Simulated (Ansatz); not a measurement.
Space group Cmcm (No. 63). a = 3.284 Å, b = 16.400 Å, c = 5.171 Å, α = 90.00°, β = 90.00°, γ = 90.00°
```
atom site symmetry x y z
  Mg    4c m2m  0.0000  0.8908  0.2500
  Mg    4c m2m  0.5000  0.7263  0.2500
  Sc    4c m2m  0.0000  0.5583  0.2500
```

Equation of state of this Mg₂Sc structure (not necessarily the ground state), with shape and atoms relaxed at each volume where symmetry leaves them free. It has no gap at any of these volumes. Theory: DFT r2SCAN, scalar-relativistic, plane waves, PAW (Ansatz).

Plane waves to 500 eV, a k mesh through Γ of 12×12×8 on the computed 6-atom cell and Gaussian smearing (0.10 eV); no spin polarisation.

```
V (Å³/atom) E − E(largest V) (meV/atom) P (GPa)
     21.820                         2.13     3.19
     22.516                        -7.92     1.48
     23.213                       -11.02    -0.01
     23.909                        -8.11    -1.28
     24.605                         0.00    -2.40
```

Question: Fit a third-order Birch–Murnaghan equation to E(V).

Answer: V0 = 23.21 Å³/atom, B0 = 46 GPa, B0' = 3.8.